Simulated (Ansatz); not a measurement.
MgO:
```
CELL_PARAMETERS angstrom
      3.28881     0.00000     0.00000
     -1.64441     2.84819     0.00000
      0.00000     0.00000     5.03231
ATOMIC_POSITIONS crystal
  Mg 0.33333 0.66667 0.00485
  Mg 0.66667 0.33333 0.50485
  O  0.33333 0.66667 0.39975
  O  0.66667 0.33333 0.89975
```

Relaxed with r²SCAN. Independent-particle spectrum: no excitons, no local fields, no scissors shift; 0.1 eV broadening; ε₁ of the summed bands alone.

Question: Tabulate the dielectric function from plane-wave PAW r²SCAN (Ansatz code).

Answer: 

```csv
E (eV),ε₁ xx,ε₂ xx,ε₁ zz,ε₂ zz
0.0,2.65,0.00,2.70,0.00
0.3,2.65,0.00,2.71,0.00
0.6,2.65,0.00,2.71,0.00
0.9,2.66,0.00,2.72,0.00
1.2,2.67,0.00,2.73,0.00
1.5,2.69,0.00,2.75,0.00
1.8,2.71,0.00,2.78,0.00
2.1,2.74,0.00,2.81,0.00
2.4,2.77,0.00,2.84,0.00
2.7,2.81,0.00,2.89,0.00
3.0,2.85,0.00,2.94,0.00
3.3,2.91,0.00,3.02,0.00
3.6,2.99,0.00,3.12,0.00
3.9,3.08,0.00,3.26,0.00
4.2,3.22,0.00,3.61,0.08
4.5,3.50,0.02,3.63,0.54
4.8,3.68,0.48,3.52,0.73
5.1,3.57,0.71,3.43,0.85
5.4,3.48,0.85,3.36,0.93
5.7,3.41,0.96,3.31,1.00
6.0,3.36,1.04,3.28,1.05
6.3,3.33,1.12,3.27,1.11
6.6,3.31,1.19,3.27,1.17
6.9,3.31,1.26,3.30,1.24
7.2,3.33,1.35,3.34,1.32
7.5,3.36,1.45,3.41,1.43
7.8,3.42,1.59,3.51,1.59
8.1,3.52,1.78,3.66,1.84
8.4,3.65,2.10,3.90,2.36
8.7,3.79,2.85,3.13,3.80
9.0,2.55,3.43,1.94,3.21
9.3,2.07,3.11,1.62,2.58
9.6,1.83,2.95,1.71,2.12
9.9,1.34,2.92,2.05,1.91
10.2,1.05,2.25,2.22,2.67
10.5,1.24,1.86,1.36,1.74
10.8,1.50,1.80,2.83,1.35
11.1,1.98,1.76,4.15,3.35
11.4,1.54,2.41,-0.05,6.02
11.7,1.40,2.25,-0.84,2.43
12.0,1.37,2.20,0.25,1.49
```

Question: From ε at 4.8 eV (xx: 3.68 + 0.48i), find n, k, the normal reflectivity and the absorption coefficient.

Answer: n = 1.92, k = 0.125, R = 10 %, α = 2kE/ħc = 61000 cm⁻¹.

With all bands, ε∞ without local fields is 2.79 (xx = yy), 2.85 (zz).

Space group P6_3mc (wurtzite). The workflow started from a Materials Project entry (that database holds measured and hypothetical structures alike); the Crystallography Open Database copy checked does not list it. It is not the phase usual at ambient conditions (space group No. 225). Symmetry was held in the r²SCAN relaxation; whether a distortion lowers the energy is not shown.

Potentials: the later of the program's two PAW sets.
